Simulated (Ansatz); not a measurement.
An Ansatz input:

```yaml
crystal:
  lattice:
    - [4.0653641883, 0.0, 0.0]
    - [-2.0326820941, 3.5207086627, 0.0]
    - [0.0, 0.0, 2.4401480693]
  atoms:
    - { symbol: Cu, position: [1.0, 1.0, 0.0] }
    - { symbol: Cu, position: [0.3333333333, 0.6666666667, 0.5] }
    - { symbol: Cu, position: [0.6666666667, 0.3333333333, 0.5] }
hamiltonian:
  xc: r2scan
  pseudopotentials:
    kind: paw
    azcp:
      Cu: "pseudopotentials/Cu.paw.azcp"
basis:
  ecutwfc: 500
  fft_grid_basis: typed
kpoints:
  mp_grid: { grid: [12, 12, 17], shift: [0, 0, 0] }
magnetization:
  spin_polarized: false
scf:
  occupations: { method: fermi_dirac, width: 0.1 }
```

Terminal output

```
Engine: ansatz 0.2.0, x86_64-unknown-linux-gnu
Pseudopotentials: kind: paw
Pseudopotential: Cu, paw, valence charge 19, recommended cutoff 500 eV (meta_gga) 
Functional definition: r2SCAN
  parameter k0 = 0.174
  parameter k1 = 0.065
  parameter a1 = 4.9479
  exchange = r2scan_x(k0 = k0, k1 = k1, a1 = a1)
  correlation = r2scan_c
Crystal: 3 atoms, lattice volume = 34.926 Å³
Basis set: ecut = 500 eV, 927 PW (Γ), exchange–correlation on 120×120×72 points (64 copies of the dense FFT grid, shifted against one another)
Bands: 33, of which v1, the nominal top of the filled ones, is band 29 counted from 1 (28 counted from 0)
Symmetry: 24 space group operations
Space group: P6/mmm (ITA 191), of the structure as read, at distance tolerance 3.3e-5 Å
k-points: 171 of 2448
Non-local potential: Cu, projectors of the file, l = 0: 3, l = 1: 2, l = 2: 3, l = 3: 1
PAW form: soft (Blöchl's): semilocal exchange-correlation on the pseudo side does not see the compensation charge
PAW frozen core: Cu, regenerated for the run's functional (the file was generated under x = pbe(κ = 0.804, μ = 0.2195149727645171), c = pbe(β = 0.06672455060314922))
PAW one-centre angular grid: Cu, 590 points (default); XC on 160 Gauss nodes
Initial density: superposition of atomic densities (neutral atoms: chi_scale 0, normalization atom), corrected by the library's trained network
Initial wavefunctions: pseudopotential atomic-orbital guess
Functional: x = r2scan, c = r2scan; τ floored in thin density (d = 2e-4 eV/Å³)
SCF iter   1: F=—  HF=-19893.539038 eV  |F-HF|=—  |Δ(HF+E_count)|=         —  Δρ=4.08e-2  dr2=3.20e-1  dr2_τ=2.39e-3  ethr=1.77e-3  ⟨swp⟩=4.5  Hψ=17763  notcnv=0
SCF iter   2: F=—  HF=-19893.504455 eV  |F-HF|=—  |Δ(HF+E_count)|=   3.46e-2  Δρ=1.14e-2  dr2=1.60e-2  dr2_τ=3.69e-3  ethr=5.61e-4  ⟨swp⟩=2.0  Hψ=10419  notcnv=0  defer=23
SCF iter   3: F=—  HF=-19893.484177 eV  |F-HF|=—  |Δ(HF+E_count)|=   2.03e-2  Δρ=6.56e-3  dr2=1.03e-2  dr2_τ=7.68e-5  ethr=2.81e-5  ⟨swp⟩=2.0  Hψ=11240  notcnv=0  defer=23
SCF iter   4: F=—  HF=-19893.484928 eV  |F-HF|=—  |Δ(HF+E_count)|=   7.50e-4  Δρ=9.71e-3  dr2=2.45e-2  dr2_τ=7.96e-5  ethr=1.81e-5  ⟨swp⟩=2.0  Hψ=9490  notcnv=0  defer=22  recentre
SCF iter   5: F=—  HF=-19893.481163 eV  |F-HF|=—  |Δ(HF+E_count)|=   3.77e-3  Δρ=6.84e-4  dr2=4.47e-5  dr2_τ=4.96e-6  ethr=1.81e-5  ⟨swp⟩=2.0  Hψ=8423  notcnv=0  defer=22
SCF iter   6: F=—  HF=-19893.481459 eV  |F-HF|=—  |Δ(HF+E_count)|=   2.96e-4  Δρ=1.52e-4  dr2=2.29e-6  dr2_τ=7.19e-7  ethr=7.84e-8  ⟨swp⟩=2.0  Hψ=10677  notcnv=0  defer=22
SCF iter   7: F=—  HF=-19893.481475 eV  |F-HF|=—  |Δ(HF+E_count)|=   1.58e-5  Δρ=6.02e-5  dr2=6.96e-7  dr2_τ=2.12e-8  ethr=4.01e-9  ⟨swp⟩=2.0  Hψ=10566  notcnv=0  defer=22
SCF iter   8: F=-19893.481475 eV  HF=-19893.481475 eV  |F-HF|=1.06e-8  |Δ(HF+E_count)|=   3.91e-7  Δρ=9.99e-6  dr2=1.40e-8  dr2_τ=1.30e-9  ethr=1.75e-10  ⟨swp⟩=1.3  Hψ=14933  notcnv=0
SCF 1 converged in 8 iterations: F = -19893.481475 eV  dr2 = 1.40e-8
SCF converged after 8 iterations
Free energy (F): -19893.481475 eV
Harris-Foulkes:  -19893.481475 eV  (|F-HF|=1.06e-8)
Internal energy: -19893.453235 eV  (E = F + TS)
E sigma→0 (E₀):  -19893.467355 eV
Entropy (-TS):   -0.028240 eV (-9.413 meV/atom)
Fermi energy:    16.871106 eV
--- Per-component energies (eV) ---
  E_band       = -1143.485652
  E_kinetic    = 899.935915
  E_local      = -12135.015895  (includes V_loc(G=0)·N_el)
  E_nonlocal   = 1187.690019
  E_hartree    = 5363.409773
  E_xc         = -251.346014
  E_vxc        = -373.927692  (∫ρ·V_xc dr)
  E_paw        = -5035.745244  (= ΣΔE_a)
  E_vpaw       = -1475.897281  (= ΣTr[D̂ρ^β])
  E_aug_tail   = 0.000427  (compensation charges beyond the density's cutoff)
  E_vtau       = 26.919487  (kinetic-family band-sum trace: ∫τ·v_τ [+ j·A + Jᵃ·Aᵃ] dr)
  E_ewald      = -9921.478893
  E_core_change = -0.903324  (= ΣΔE_core)
  E_smearing   = -0.028240  (= −TS)
  E_closure    = -0.000000  (closes the sum)
  Σ components = -19893.481475   (vs F -19893.481475, Δ=0.00e0)
```

Launched by

```sh
ansatz run input.yaml --threads 1 --pin off --max-ram 3584MiB --backend cpu --events-out ev --progress --plain --runs-dir out
```

On 1 thread of Intel(R) Xeon(R) Platinum 8259CL CPU @ 2.50GHz (Skylake/Cascade Lake) (shared host) this took about 33 s of wall time and 32 s of CPU time.
